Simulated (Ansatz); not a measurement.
Hg:
```yaml
crystal:
  lattice:
    - [5.43240, 0.00000, 0.00000]
    - [-2.71620, 4.70460, 0.00000]
    - [0.00000, 0.00000, 3.19711]
  atoms:
    - { symbol: Hg, position: [0.33333, 0.66667, 0.50000] }
    - { symbol: Hg, position: [0.66667, 0.33333, 0.50000] }
    - { symbol: Hg, position: [0.00000, 0.00000, 0.00000] }
```

Relaxed with r²SCAN. Special points in fractions of this cell's reciprocal vectors: Γ (0.000, 0.000, 0.000); M (0.500, 0.000, 0.000); K (0.333, 0.333, 0.000); A (0.000, 0.000, 0.500); L (0.500, 0.000, 0.500); H (0.333, 0.333, 0.500).

**Question.** List the band energies nearest the Fermi level at these points for DFT-r²SCAN in the program Ansatz with PAW potentials.

**Answer.** In eV from the Fermi level; about four levels below and three above (degenerate sets whole), none deeper than 8.9 eV; points with the same levels are listed once.

```json
[
 {"k": "Γ", "below": "-6.23 -6.23 -1.61 -1.20", "above": "1.89 1.89 1.97 1.97"},
 {"k": "M", "below": "-5.76 -5.59 -2.02 -0.93", "above": "5.86 5.86 7.96"},
 {"k": "K", "below": "-6.28 -5.15 -5.11 -5.11", "above": "3.33 3.52 3.52"},
 {"k": "A", "below": "-6.33 -6.33 -5.96 -3.47 -2.85", "above": "1.99 2.98 3.29"},
 {"k": "L", "below": "-1.93 -1.80 -1.26 -0.25", "above": "2.02 2.53 3.30"},
 {"k": "H", "below": "-1.47 -1.47 -1.07 -0.28", "above": "0.63 0.63 6.60"}
]
```

Space group P6/mmm. The workflow started from a Materials Project entry (that database holds measured and hypothetical structures alike); the Crystallography Open Database files this formula in space group No. 191, but the cells were not matched. It is not the usual solid phase (space group No. 166). The r²SCAN relaxation kept the symmetry of its start; its stability against distortions is not shown here. The substance is a gas or liquid at ambient conditions. Scalar-relativistic: spin–orbit coupling is off unless named, which matters more the heavier the elements.

Potentials: the later of the program's two PAW sets.
